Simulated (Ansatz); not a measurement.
**Field gradients at the nuclei in NaH₂S₂O₄**

The cell is a Materials Project structure (computed, not necessarily an observed phase).

```cif
data_NaH2S2O4
_symmetry_space_group_name_H-M 'C2'
_symmetry_Int_Tables_number 5
_cell_length_a 15.0866
_cell_length_b 6.4886
_cell_length_c 5.4721
_cell_angle_alpha 90.000
_cell_angle_beta 105.501
_cell_angle_gamma 90.000
loop_
_atom_site_label
_atom_site_type_symbol
_atom_site_symmetry_multiplicity
_atom_site_Wyckoff_symbol
_atom_site_fract_x
_atom_site_fract_y
_atom_site_fract_z
Na Na 4 c 0.7694 0.9191 0.0178
H3 H 4 c 0.5911 0.0715 0.7588
H5 H 4 c 0.6036 0.0807 0.0536
S7 S 4 c 0.0241 0.0014 0.3455
S9 S 4 c 0.6341 0.7307 0.4179
O11 O 4 c 0.5916 0.9362 0.3858
O13 O 4 c 0.6791 0.6796 0.2186
O15 O 4 c 0.6914 0.6917 0.6762
O17 O 4 c 0.6293 0.1296 0.9171
```

One atom of each set is listed; the run and its k-mesh use a cell of 18 atoms with edges of 8.21, 8.21, 5.47 Å.

Method: Kohn–Sham DFT in Ansatz, PBE, plane waves and PAW, scalar-relativistic, 420 eV cutoff, Γ-centred 5×5×6 k-points, Fermi–Dirac smearing 0.05 eV.

V_zz is the principal component of the electric field gradient with the largest magnitude, η = (V_xx − V_yy)/V_zz and C_Q = eQV_zz/h.

Na-23: I = 3/2, Q = 104.0 mb; 2H: I = 1, Q = 2.858 mb; ³³S: I = 3/2, Q = -69.40 mb; ¹⁷O: I = 5/2, Q = -25.58 mb. Q values from Pyykkö, Mol. Phys. 116, 1328 (2018).

Task: Give the quadrupolar parameters of the distinct sites.

Result: 

```
site  atoms                                          first shell  V_zz (10²¹ V/m²)     η  C_Q (MHz)
  Na      2                                   6 O at 2.38–2.51 Å             -0.59  0.69      -1.47
  H3      2                    1 O at 0.98 Å; also 1 O at 2.22 Å              3.85  0.10      0.266
  H5      2                    1 O at 0.98 Å; also 1 O at 2.10 Å              3.71  0.12      0.256
  S7      2                       2 S at 2.01–2.19 Å, angle 106°             -26.4  0.58       44.3
  S9      2                         3 O at 1.47 Å, 1 S at 2.19 Å             -0.51  0.96      0.856
 O11      2                    1 S at 1.47 Å; also 1 H at 2.10 Å             12.54  0.17      -7.76
 O13      2              1 S at 1.47 Å; also 2 Na at 2.38–2.51 Å             12.46  0.35      -7.71
 O15      2              1 S at 1.47 Å; also 2 Na at 2.40–2.42 Å             12.53  0.29      -7.75
 O17      2  2 H at 0.98 Å, angle 107°; also 2 Na at 2.39–2.45 Å            -14.74  0.82       9.12
```

The structure holds S–S bonds (2.01 Å). At O11, O13 and O15 V_zz points along its bond to S (within 4°) in each case. At H3 and H5 V_zz points along its bond to O (within 1°) in each case. At S7 V_zz stands upright on the plane of its two bonds (within 4°).

The largest force is 0.3 eV/Å, so the atoms aren't at the calculated equilibrium and relaxing them would move these values. The lattice is static: at room temperature water may turn and average the couplings of its hydrogen. Where η is near 1 the sign of V_zz means little.

Hardware: 1 thread of Arm Neoverse V1 (aarch64; 8 cores open to the job, memory cap 2.5 GiB, no GPU), a shared host with a load of 0.4 a core. Wall time 2 min, CPU time 2 min, peak memory 0.84 GiB.
